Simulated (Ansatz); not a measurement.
**NbTe, relaxed from a rocksalt start to space group R-3m (read at 0.02 Å)**

The computed numbers are results of r²SCAN, scalar-relativistic (collinear spin) in the plane-wave PAW code Ansatz at 500 eV, 10×10×5 k-mesh, Gaussian smearing of 0.05 eV. The datasets are Ansatz's generated set soft_2.

```
CELL_PARAMETERS angstrom
0.00000 3.09921 3.09921
3.09921 0.00000 3.09921
5.45337 5.45337 0.74504
ATOMIC_POSITIONS crystal
Nb 0.50000 0.50000 0.25000
Te 0.00000 0.00000 0.00000
Nb 0.50000 0.50000 0.75000
Te 0.00000 0.00000 0.50000
```

The cell came from substitution into a structure type; whether the compound takes it is for experiment to say.

Magnetic state: antiferromagnetic, site spin moments Nb 1.96, -1.96 μB.

The pressure at this geometry is 0.1 GPa.

Question: Which orbitals carry the states at the Fermi level, and how many states are there?

Answer: The filled and empty bands only just touch, so this is a zero-gap or semimetallic case rather than a good metal. Within 0.1 eV of it: Nb 4d 72 %, Te 5p 27 % (shares among the projected shells). The Fermi level sits on a steep edge: the density of states is 0.4, 0.0 and 0.0 states/eV per cell at −0.1, 0 and +0.1 eV.

Density of states (tetrahedra, averaged over 0.3 eV; states/eV per cell of 4 atoms; energy in eV from the Fermi level; projections on Löwdin-orthogonalised atomic orbitals, summed over sites):

```csv
E,total,Te 5p,Nb 4d down,Nb 4d up,Nb 5s,Te 5s
-7.00,0.0,0.0,0.0,0.0,0.0,0.0
-6.70,0.1,0.1,0.0,0.0,0.0,0.0
-6.40,0.6,0.4,0.1,0.1,0.1,0.0
-6.10,1.3,0.8,0.1,0.1,0.2,0.0
-5.80,2.4,1.5,0.2,0.2,0.3,0.0
-5.50,3.3,2.3,0.3,0.3,0.4,0.1
-5.20,3.1,2.3,0.2,0.2,0.2,0.1
-4.90,1.7,1.2,0.2,0.2,0.1,0.0
-4.60,4.0,2.6,0.6,0.6,0.1,0.0
-4.30,5.3,3.5,0.8,0.8,0.1,0.0
-4.00,3.7,2.4,0.6,0.6,0.0,0.0
-3.70,3.3,2.2,0.5,0.5,0.0,0.0
-3.40,3.5,2.2,0.6,0.6,0.0,0.0
-3.10,3.3,1.9,0.6,0.6,0.0,0.0
-2.80,1.5,0.9,0.3,0.3,0.0,0.0
-2.50,1.6,1.0,0.3,0.3,0.0,0.0
-2.20,0.8,0.5,0.1,0.1,0.0,0.0
-1.90,0.7,0.3,0.2,0.2,0.0,0.0
-1.60,1.3,0.3,0.5,0.5,0.0,0.0
-1.30,2.4,0.3,1.0,1.0,0.1,0.0
-1.00,3.8,0.5,1.6,1.6,0.1,0.0
-0.70,6.9,0.6,3.0,3.0,0.1,0.0
-0.40,4.5,0.7,1.8,1.8,0.1,0.0
-0.10,0.8,0.2,0.3,0.3,0.0,0.0
0.20,0.2,0.0,0.1,0.1,0.0,0.0
0.50,1.1,0.1,0.5,0.5,0.0,0.0
0.80,2.3,0.2,0.9,0.9,0.1,0.1
1.10,3.8,0.3,1.3,1.3,0.4,0.1
1.40,3.9,0.3,1.4,1.4,0.4,0.1
1.70,5.6,0.4,2.1,2.1,0.4,0.2
2.00,6.6,0.6,2.5,2.5,0.3,0.2
2.30,7.4,0.9,2.9,2.9,0.2,0.2
2.60,5.1,0.6,1.9,1.9,0.2,0.2
2.90,2.3,0.4,0.7,0.7,0.2,0.1
3.20,2.4,0.5,0.6,0.6,0.2,0.1
3.50,2.8,0.6,0.7,0.7,0.2,0.1
3.80,2.0,0.5,0.4,0.4,0.2,0.1
4.10,2.0,0.4,0.3,0.3,0.3,0.1
4.40,1.6,0.3,0.2,0.2,0.3,0.1
4.70,1.5,0.2,0.1,0.1,0.3,0.1
5.00,2.0,0.3,0.2,0.2,0.3,0.1
5.30,2.3,0.3,0.2,0.2,0.4,0.1
5.60,2.2,0.3,0.1,0.1,0.4,0.1
5.90,2.1,0.3,0.1,0.1,0.3,0.1
```

Scalar-relativistic only: spin–orbit splittings of the heavy atoms' levels are missing. The run wasn't fully tested for a lower electronic state. Site moments are of spin, integrated over atomic spheres.
